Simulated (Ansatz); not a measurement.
A distorted cell of Al$_{2}$O$_{3}$ (corundum):

```xyz
10
Lattice="2.4040 1.3879 4.3739 -2.4040 1.3879 4.3739 0.0000 -2.7759 4.3739" Properties=species:S:1:pos:R:3 pbc="T T T"
Al    -0.0074     0.0250     4.6205
Al     0.0074     0.0250     1.9403
Al    -0.0074     0.0250     8.5011
Al     0.0074     0.0250    11.1813
O     -0.9320     1.3705     7.7011
O     -0.7267    -1.5345     7.6308
O      1.6587     0.0797     7.6308
O      0.9320    -1.4054     5.5142
O      0.7452     1.4677     5.4439
O     -1.6772    -0.1466     5.4439
```

All values below come from PBE (plane waves to 420 eV, PAW, scalar-relativistic; Ansatz, a program for electronic structure). k mesh 8×8×8 (Γ-centred), Fermi-Dirac smearing 0.05 eV. Compression counts positive. Al2O3 was relaxed with its symmetry unable to fall. The PAW data are Ansatz's earlier set.

Problem. What forces act on the atoms (eV/Å, Cartesian)?

Solution. 
| atom | Fx | Fy | Fz |
|---|---|---|---|
| Al1 | 0.146 | -0.696 | -0.032 |
| Al2 | -0.280 | -0.758 | 0.027 |
| Al3 | 0.280 | -0.758 | 0.027 |
| Al4 | -0.146 | -0.696 | -0.032 |
| O5 | -0.089 | 0.306 | -0.803 |
| O6 | -0.217 | 0.546 | 0.391 |
| O7 | 0.096 | 0.602 | 0.417 |
| O8 | 0.089 | 0.306 | -0.803 |
| O9 | -0.096 | 0.602 | 0.417 |
| O10 | 0.217 | 0.546 | 0.391 |

Problem. What is the stress tensor (GPa)?

Solution. 
```
   0.53     0.00     0.00
   0.00     1.27     0.20
   0.00     0.20     0.87
```
The pressure, a third of the trace, is 0.89 GPa.

(A displaced cell: forces are minus the slopes of the energy, force constants its curvatures, and phonons follow from these.)
